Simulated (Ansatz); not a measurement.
# Course of a relaxation: Sn2Se

The guess for Sn2Se was made by a generator: random cell by space group and Wyckoff sites (P6/mmm, No. 191). Lengths were set from tabulated atomic sizes, so they are only a guess.

```cif
data_structure
_symmetry_space_group_name_H-M 'P 1'
_symmetry_Int_Tables_number 1
_cell_length_a 3.9650
_cell_length_b 3.9650
_cell_length_c 6.1280
_cell_angle_alpha 90.000
_cell_angle_beta 90.000
_cell_angle_gamma 120.000
_cell_volume 83.43
loop_
_atom_site_label
_atom_site_type_symbol
_atom_site_fract_x
_atom_site_fract_y
_atom_site_fract_z
_atom_site_occupancy
Sn1 Sn 0.00000 0.00000 0.82274 1
Sn2 Sn 0.00000 0.00000 0.17726 1
Se1 Se 0.00000 0.00000 0.50000 1
```

The calculation used Ansatz, DFT PBE, scalar-relativistic, plane waves, PAW. Cutoff 420 eV, Gaussian smearing, Γ-centred meshes. Cell and atoms relax first on a coarse mesh and then on a finer one. In between, the cell is made exact in the group found at 0.06 Å. In metals the finer mesh still leaves noise of several meV/atom or more. The steps can't lower the symmetry of their start. No spin polarisation.

Steps on the 6×6×4 mesh (3 atoms, 19 steps). The free energy counts from the last step; the plane-wave basis is renewed at times, which shifts energy and pressure.

| step | ΔF (meV/atom) | V (Å³/atom) | P (GPa) | largest force component (eV/Å) |
| --- | --- | --- | --- | --- |
| 1 | 3667.4 | 27.81 | 58.16 | 5.225 |
| 2 | 2365.2 | 29.12 | 39.03 | 0.865 |
| 3 | 1492.5 | 30.33 | 26.18 | 1.003 |
| 4 | 932.1 | 31.46 | 15.60 | 0.004 |
| 5 | 585.4 | 32.32 | 8.10 | 0.254 |
| 6 | 400.9 | 32.43 | 2.96 | 0.385 |
| 7 | 318.0 | 32.23 | 0.39 | 0.096 |
| 8 | 233.6 | 29.76 | -0.02 | 0.394 |
| 9 | 166.9 | 27.11 | 0.90 | 0.632 |
| 10 | 147.6 | 25.43 | 2.09 | 0.690 |
| 11 | 217.6 | 25.80 | -3.75 | 1.263 |
| 12 | 133.6 | 26.09 | -0.81 | 0.072 |
| 13 | 131.9 | 25.50 | 0.39 | 0.014 |
| 14 | 131.7 | 25.54 | 0.02 | 0.037 |
| 15 | 42.2 | 25.54 | 3.75 | 0.103 |
| 16 | 12.5 | 25.53 | 2.82 | 0.080 |
| 17 | 2.6 | 27.10 | -0.05 | 0.099 |
| 18 | 0.3 | 26.95 | -0.08 | 0.030 |
| 19 | 0.0 | 26.95 | -0.08 | 0.030 |

The relaxed structure, after a last relaxation on the converged mesh:

```xyz
3
Lattice="3.2484 0.0000 0.0000 -1.6242 2.8132 0.0000 0.0000 0.0000 8.8783" Properties=species:S:1:pos:R:3 pbc="T T T"
Sn    0.0000    0.0000    7.2616
Sn    0.0000    0.0000    1.6166
Se    0.0000    0.0000    4.4391
```

The symmetry stays P6/mmm (No. 191). The volume per atom shrinks by 2.8 %, from 27.8 to 27.0 Å³. The shortest distance goes from 1.98 Å (Sn–Se) to 2.82 Å (Sn–Se). The ratio c/a of the conventional cell changes by a factor of 1.77. The energy falls by about 3.6 eV/atom (the start's value is from the coarse mesh). Around Sn lie 1 Se at 2.82 Å and 7 Sn at 3.23–3.25 Å; Se is surrounded by 2 Sn at 2.82 Å and 6 Se at 3.25 Å.

```json
{
 "Volume per atom": "27.04 Å³",
 "Density": "6.48 g/cm³",
 "Energy over the elements": "+0.11 eV/atom",
 "Gap on the 18×18×6 mesh of the 3-atom cell": "0 eV (a metal)"
}
```

Energies over the elements count from the elements' standard structures at the same level, with no fitted energy shifts. The references include grey tin.

The last run used Gaussian smearing of 0.10 eV. The reference form of Se is held partly by dispersion forces, which this level lacks. A structure relaxed within its symmetry needn't be a true minimum. In all, the 3 runs took 91 s on 1 thread of Intel(R) Xeon(R) 6975P-C (Granite Rapids) (shared host). Another cell of Sn2Se relaxed alike, in P4/nmm, lies 0.32 eV/atom lower, so this cell isn't the stable form at this level.
